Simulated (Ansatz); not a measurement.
KTaO3:
```
CELL_PARAMETERS angstrom
      3.99013     0.00000     0.00000
      0.00000     3.99013     0.00000
      0.00000     0.00000     3.99013
ATOMIC_POSITIONS crystal
  K  0.00000 0.00000 0.00000
  Ta 0.50000 0.50000 0.50000
  O  0.00000 0.50000 0.50000
  O  0.50000 0.50000 0.00000
  O  0.50000 0.00000 0.50000
```

Relaxed with r²SCAN. Special points in fractions of this cell's reciprocal vectors: Γ (0.000, 0.000, 0.000); X (0.000, 0.500, 0.000); M (0.500, 0.500, 0.000); R (0.500, 0.500, 0.500).

Q: List the band energies nearest the valence-band maximum at these points for r²SCAN with spin–orbit coupling in the plane-wave PAW code Ansatz.

A: In eV from the valence-band maximum; about four levels below and three above (degenerate sets whole), none deeper than 8.9 eV; points with the same levels are listed once.

```tsv
k	below	above
Γ	-0.58 -0.58 -0.58 -0.58	2.48 2.48 2.48 2.48
X	-0.95 -0.95 -0.80 -0.80	2.76 2.76 5.30 5.30
M	-1.43 -1.43 -0.04 -0.04	5.32 5.32 5.59 5.59
R	0.00 0.00 0.00 0.00	6.76 6.76 6.76 6.76
```

Space group Pm-3m (cubic perovskite). Symmetry was held in the r²SCAN relaxation. No spin polarisation was allowed.

Potentials: the later of the program's two PAW sets.
